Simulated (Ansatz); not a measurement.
TiAu4:
```xyz
5
Lattice="-3.2645 3.2645 1.9883 3.2645 -3.2645 1.9883 3.2645 3.2645 -1.9883" Properties=species:S:1:pos:R:3 pbc="T T T"
Ti     0.0000     0.0000     0.0000
Au     3.9532     1.3502     0.0000
Au    -0.6887     1.9143     1.9883
Au     1.3502     2.5759     0.0000
Au     1.9143     0.6887     1.9883
```

Relaxed with r²SCAN. Special points in fractions of this cell's reciprocal vectors: Γ (0.000, 0.000, 0.000); X (0.000, 0.000, 0.500); M (-0.500, 0.500, 0.500); Z (0.343, 0.343, -0.343); Z0 (-0.343, 0.657, 0.343); P (0.250, 0.250, 0.250); N (0.000, 0.500, 0.000).

Q: List the band energies nearest the Fermi level at these points for the program Ansatz at the r²SCAN level (PAW).

A: In eV from the Fermi level; about four levels below and three above (degenerate sets whole), none deeper than 8.9 eV; points with the same levels are listed once.

```json
[
 {"k": "Γ", "below": "-3.13 -2.86 -2.84 -0.44", "above": "0.20 0.52 0.52"},
 {"k": "X", "below": "-3.42 -3.30 -3.05 -0.36", "above": "0.16 0.17 0.51"},
 {"k": "M", "below": "-3.08 -3.08 -2.79 -2.59 -2.59", "above": "0.78 0.86 0.86"},
 {"k": "Z", "below": "-2.36 -2.28 -2.28 -0.74", "above": "0.52 0.92 0.96 0.96"},
 {"k": "P", "below": "-2.73 -2.73 -2.69 -2.06", "above": "0.38 0.68 0.68"},
 {"k": "N", "below": "-3.26 -2.47 -1.87 -1.33", "above": "0.07 0.32 0.59"}
]
```

Space group I4/m. The workflow started from a Materials Project entry (that database holds measured and hypothetical structures alike); the Crystallography Open Database copy checked does not list it. With Ti and Au taken as one species the cell has the higher symmetry Fm-3m, so it may be an ordered model of a mixed-site phase. Whether it is the stable phase at ambient conditions was not checked. The cell was relaxed with r²SCAN under the symmetry of its start; whether a distortion lowers the energy is not shown. The run is not spin-polarised. Spin–orbit coupling is left out wherever it is not named.

Potentials: the later of the program's two PAW sets.
